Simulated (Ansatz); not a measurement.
Data:

Relaxed Ir (fcc, Cu type):

```
Ir
1.0
    3.83029     0.00000     0.00000
    0.00000     3.83029     0.00000
    0.00000     0.00000     3.83029
Ir
4
Direct
  0.00000   0.00000   0.00000
  0.50000   0.50000   0.00000
  0.50000   0.00000   0.50000
  0.00000   0.50000   0.50000
```

Scan: atom 2 (Ir, nearest neighbour Ir at 2.708 Å; its periodic images, 3.8 Å or more away, move with it) is displaced along Cartesian z, direction (0.000, 0.000, 1.000) in Cartesian axes, by s. The other atoms stay.

All values below come from PBEsol (plane waves to 420 eV, PAW, scalar-relativistic; Ansatz, a first-principles code). k mesh 10×10×10 (Γ-centred), Fermi-Dirac smearing 0.05 eV. Energies are smeared free energies. With partly filled bands, energies and forces of such displacements shift with the k mesh and the smearing. Ir is run without spin polarisation. Ir was relaxed with its symmetry unable to fall. Spin-orbit coupling is left out, though Ir is heavy. The PAW data are Ansatz's earlier set. ΔE is measured from the undisplaced structure.

The scan covers s from -0.270 to 0.270 Å in 11 points.

**Question.** Is the energy the same for equal positive and negative displacements?

**Answer.** Even: the same for both signs. With its periodic images moving along, the atom's site symmetry in this cell is m-3m.

**Question.** What is the force constant k = d²E/ds² of this move at s = 0?

**Answer.** 14.6 eV/Å².

(For displaced atoms, the force is minus the slope of the energy, and its curvature is a force constant, which sets phonon frequencies.)
